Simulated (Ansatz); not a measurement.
Relaxed-ion elastic tensor of AlRu (CsCl type, Pm-3m) in GPa (Voigt order), the program Ansatz at the r²SCAN level (PAW); density 8.01 g/cm³, 13.27 Å³ per atom.

```
347  157  157  0.0  0.0  0.0
157  347  157  0.0  0.0  0.0
157  157  347  0.0  0.0  0.0
0.0  0.0  0.0  136  0.0  0.0
0.0  0.0  0.0  0.0  136  0.0
0.0  0.0  0.0  0.0  0.0  136
```

Q: Is the crystal mechanically stable?

A: Yes: the smallest eigenvalue of C is 136 GPa.

Q: Work out the Voigt, Reuss and Hill averages.

A: K_V = 221, K_R = 221, K_H = 221; G_V = 120, G_R = 116, G_H = 118 GPa.

Q: Give Young's modulus, Poisson's ratio, Pugh's ratio and the universal anisotropy index.

A: E = 9KG/(3K + G) = 300 GPa; ν = 0.27; K/G = 1.87 (ductile by the Pugh limit of 1.75); A_U = 5G_V/G_R + K_V/K_R − 6 = 0.15.

Q: Estimate the sound speeds and the Debye temperature.

A: v_l = √((K + 4G/3)/ρ) = 6860 m/s, v_t = √(G/ρ) = 3830 m/s, mean 4270 m/s; Θ = (h/k)(3n/4πV)^(1/3) v_m = 537 K.

Q: Give the Zener ratio and Young's modulus along [100], [110] and [111].

A: A = 2C44/(C11 − C12) = 1.43; 1/E = S11 − 2(S11 − S12 − S44/2)Γ with Γ = 0, 1/4, 1/3 gives 250, 311, 338 GPa.

Q: Solve the Christoffel equation for the three sound speeds along [100], [110], [111].

A: Eigenvalues of C_ijkl n_j n_l equal ρv². In km/s, slowest first: [100] 4.12, 4.12, 6.58; [110] 3.45, 4.12, 6.96; [111] 3.68, 3.68, 7.08.

The cell was relaxed with r²SCAN under the symmetry of its start. No spin polarisation was allowed. As this level gives no gap, shear constants depend on the k-mesh and smearing (Fermi–Dirac, 0.1 eV here).

Potentials: the later of the program's two PAW sets.
